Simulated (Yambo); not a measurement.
BN (rhombohedral, space group R3m, No. 160), G0W0@LDA in Yambo; all else as in the reference (6×6×6 Γ-centred k mesh, 68 bands and a 14 Ry block in the screening, 68 bands in G with the Bruneval-Gonze terminator, plasmon pole fitted at 27.2 eV). One parameter is varied: the cutoff of the wavefunctions in Yambo, over 10, 20, 30, 50, 84 Ry.

### Question
From which value on does the gap (0, 0.333, -0.333) → F stay within 0.05 eV of the largest setting?

### Answer
From 30 Ry on.
```
cutoff of the wavefunctions in Yambo (Ry)  G0W0 gap (eV)  valence shift (eV)
-----------------------------------------  -------------  ------------------
10                                                  5.57               -0.53
20                                                  5.80               -0.81
30                                                  5.85               -0.90
50                                                  5.86               -0.93
84                                                  5.87               -0.93
```
The last step of the sweep still moves the gap by 2 meV; the other settings are held fixed.

Geometry of the Materials Project entry, not relaxed at this level; primitive cell a = b = c = 3.6693 Å, α = β = γ = 39.87°.

This is not the ordinary phase of the substance; no match was found in the copy of COD used, and its stability was not checked.

A shift is the quasiparticle energy of the state minus its LDA energy.

The distance between layers or molecules is the database entry's, not relaxed here. Functionals without dispersion can leave it too large, which widens gaps and weakens the response across layers: the numbers belong to this cell.
